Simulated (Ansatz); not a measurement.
# What settings do to one calculation: diamond alloy of Si and C (4 of 16 Si sites exchanged), 16 atoms with displaced atoms

Ansatz (PAW, plane waves), atoms fixed. The base input:

```yaml
crystal:
  lattice:
    - [9.926086, 0.000000, 0.000000]
    - [0.000000, 4.963043, 0.000000]
    - [0.000000, 0.000000, 4.963043]
  atoms:
    - { symbol: C, position: [0.000806, 0.997992, 0.006297] }
    - { symbol: C, position: [0.126703, 0.249207, 0.243548] }
    - { symbol: C, position: [0.251441, 0.492723, 0.998552] }
    - { symbol: C, position: [0.376596, 0.746886, 0.247815] }
    - { symbol: Si, position: [0.501864, 0.001855, 0.999603] }
    - { symbol: Si, position: [0.625185, 0.251911, 0.254045] }
    - { symbol: Si, position: [0.753463, 0.490868, 0.995362] }
    - { symbol: Si, position: [0.874688, 0.753294, 0.245216] }
    - { symbol: Si, position: [0.247168, 0.998765, 0.496095] }
    - { symbol: Si, position: [0.749766, 0.006642, 0.500331] }
    - { symbol: Si, position: [0.372562, 0.260830, 0.749414] }
    - { symbol: Si, position: [0.876577, 0.252349, 0.750342] }
    - { symbol: Si, position: [0.999430, 0.491520, 0.501378] }
    - { symbol: Si, position: [0.500591, 0.494245, 0.498714] }
    - { symbol: Si, position: [0.123742, 0.747438, 0.749033] }
    - { symbol: Si, position: [0.626100, 0.753749, 0.755377] }
kpoints:
  mp_grid: { grid: [2, 2, 2], shift: [0.5, 0.5, 0.5] }
hamiltonian:
  xc: pbesol
scf:
  occupations: { method: fermi_dirac, width: 0.01 }
output:
  forces: true
  eigenvalues: true
  stress: true
  populations: true
```

Command:

```sh
ansatz run in.yaml --threads 7 --pin off --max-ram 13300MiB --runs-dir r --events-out ev --progress --plain
```

It converged in 6 iterations and 1 s of wall time on 7 threads of a Neoverse-V2 processor, on a host shared with other runs; peak host memory 0.69 GiB; largest force component 5.51 eV/Å, pressure 9.76 GPa. The cutoff was the default, 420 eV. The base isn't a converged reference: it has few k points, and its atoms are unrelaxed. Each run below changes the keys shown and caps the iterations.

| run | changed | ending | iterations | free energy less the base (meV per atom) | rms change of forces (eV/Å) | change of pressure (GPa) | wall time (s, shared host) |
| --- | --- | --- | --- | --- | --- | --- | --- |
| 1 | dispersion d4, max_iter 60, total_charge -2 | converged | 9 | other zero | 0.476 | -5.78 | 1.2 CPU |
| 2 | max_iter 70, total_charge -2 | converged | 9 | other zero | 0.452 | -4.12 | 1.2 CPU |
| 3 | mixing beta 0.4, max_iter 100, total_charge 1 | converged | 9 | other zero | 0.212 | 1.82 | 1 CPU |
| 4 | xc_grid 3 (2 is the default), max_iter 90 | converged | 7 | 0.0 | 0.000 | 0.00 | 1 CPU |
| 5 | ecutrho_ratio 6, max_iter 90 | converged | 7 | 0.0 | 0.000 | 0.00 | 1 CPU |
| 6 | ecutwfc 180 eV, ecutrho_ratio 2, max_iter 90, k points a 1×1×2 mesh centred on Γ | converged | 11 | 710.7 | 0.679 | 2.28 | 0.4 CPU |
| 7 | initial_magnetization 2, max_iter 60 | converged | 16 | 0.0 | 0.000 | 0.00 | 2.9 CPU |
| 8 | ecutwfc 800 eV, width 1.0 eV, dr2_threshold 1e-12, max_iter 90 | converged | 11 | -424.8 | 0.354 | 3.30 | 3.6 CPU |

«Other zero»: another functional, charge or dispersion term moves the zero of energy, so the difference says nothing of accuracy.

Task: Which changes leave the result alone, and which of the same physical model moves the forces most?

Result: The forces move by under 0.002 eV/Å in runs 4, 5, 7. Run 6 (ecutwfc 180 eV, ecutrho_ratio 2, max_iter 90, k points a 1×1×2 mesh centred on Γ) moves them most among the runs with the same functional, charge and dispersion term, by 0.679 eV/Å.
